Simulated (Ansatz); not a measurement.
GaN:
```
CELL_PARAMETERS angstrom
      3.18286     0.00000     0.00000
     -1.59143     2.75644     0.00000
      0.00000     0.00000     5.18543
ATOMIC_POSITIONS crystal
  Ga 0.66667 0.33333 0.49918
  Ga 0.33333 0.66667 0.99918
  N  0.66667 0.33333 0.87582
  N  0.33333 0.66667 0.37582
```

Relaxed with PBEsol. Special points in fractions of this cell's reciprocal vectors: Γ (0.000, 0.000, 0.000); M (0.500, 0.000, 0.000); K (0.333, 0.333, 0.000); A (0.000, 0.000, 0.500); L (0.500, 0.000, 0.500); H (0.333, 0.333, 0.500).

### Question
List the band energies nearest the valence-band maximum at these points for plane-wave PAW PBEsol (Ansatz code).

### Answer
In eV from the valence-band maximum; about four levels below and three above (degenerate sets whole), none deeper than 8.9 eV; points with the same levels are listed once.

| k | below | above |
|---|---|---|
| Γ | -1.05 -1.05 -0.04 0.00 0.00 | 1.88 4.20 9.11 |
| M | -4.27 -2.78 -2.25 -1.01 | 4.94 5.51 5.94 |
| K | -5.37 -3.03 -3.03 -2.77 | 5.01 7.79 7.79 |
| A | -0.54 -0.54 -0.54 -0.54 | 4.21 4.21 8.38 8.38 |
| L | -1.97 -1.97 -1.92 -1.92 | 4.30 4.30 7.70 7.70 |
| H | -4.27 -4.27 -1.50 -1.50 | 6.34 6.34 7.20 7.20 |

Space group P6_3mc (wurtzite). The PBEsol relaxation kept the symmetry of its start. Scalar-relativistic: spin–orbit coupling is off unless named, which matters more the heavier the elements.

Potentials: the earlier of the program's two PAW sets. The files were generated under PBE; for other functionals the program regenerates the frozen cores, and for LDA and PBEsol the local potential too.
